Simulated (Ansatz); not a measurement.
Is this NaC8 structure stable?

The structure comes from a generated guess, relaxed at this level; another structure or a mixture of phases may lie lower.

All numbers below come from DFT PBE+D3(BJ), scalar-relativistic, plane waves, PAW (Ansatz). Plane waves to 420 eV, a 12×12×8 mesh through Γ for the 9-atom cell and 0.10 eV Gaussian smearing; no spin polarisation.

```xyz
9
Lattice="4.9760 0.0000 0.0000 -2.4880 4.3093 0.0000 0.0000 0.0000 4.4961" Properties=species:S:1:pos:R:3 pbc="T T T"
Na    0.0000    0.0000    2.2481
C     1.2490    0.7211    0.0000
C     0.0000    2.8729    0.0000
C     3.7270    0.7211    0.0000
C     2.4880    2.8671    0.0000
C     0.0000    1.4422    0.0000
C    -1.2390    3.5882    0.0000
C     2.4880    1.4364    0.0000
C     1.2390    3.5882    0.0000
```

Energies over the elements count from the elements' standard structures at the same level, with no fitted energy shifts.

Question: These tests were run: energy against the elements; random kick, then relaxation without symmetry; phonons on a 2×2×2 q mesh. What do they show?

Answer:

```csv
test,result
energy against the elements,+0.03 eV/atom
"random kick, then relaxation without symmetry",returns
phonons on a 2×2×2 q mesh,"no imaginary mode on the mesh, but the interpolation dips to 6i cm⁻¹ between its points"
```

It fails one test: energy against the elements. It may still be a metastable minimum.

For metals, differences of a few meV/atom aren't resolved. An odd number of electrons in the primitive cell allows no gap without spin; a larger cell or a magnetic state could open one. The kick test ran on a coarse mesh. The run for the phonons used a 12×12×8 k mesh and Fermi–Dirac smearing of 0.15 eV.
